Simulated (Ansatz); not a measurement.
A geometry of Cr away from equilibrium: the start of the relaxation of a relaxed Cr cell, doubled along one cell vector, shaken by Gaussian noise of σ = 0.08 Å a coordinate. Level of theory: PBE (plane waves to 420 eV, PAW, scalar-relativistic; Ansatz, a program for electronic structure). Γ-centred k-mesh 16×8×16 on the run's cell (coarser than for final values), Fermi–Dirac smearing 0.05 eV.

```xyz
2
Lattice="-1.4240 1.4240 1.4240 2.8479 -2.8479 2.8479 1.4240 1.4240 -1.4240" Properties=species:S:1:pos:R:3:forces:R:3 pbc="T T T" free_energy=-6755.044 pressure_GPa=4.9
Cr    -0.0999     0.0326     0.1348    2.1671   -0.0872   -0.3683
Cr     1.6404    -1.4259     1.3749   -2.1671    0.0872    0.3683
```

Positions in Å, forces in eV/Å, free energy of the cell in eV (comparable only within this code, potentials and settings). Largest force: 2.20 eV/Å, on Cr1, Cr2 (atoms numbered as listed); the geometry lies 0.22 eV/atom above the end of its relaxation.

No spin polarisation in the result. A magnetic state may lie lower.

The run could not lose the symmetry of its start.
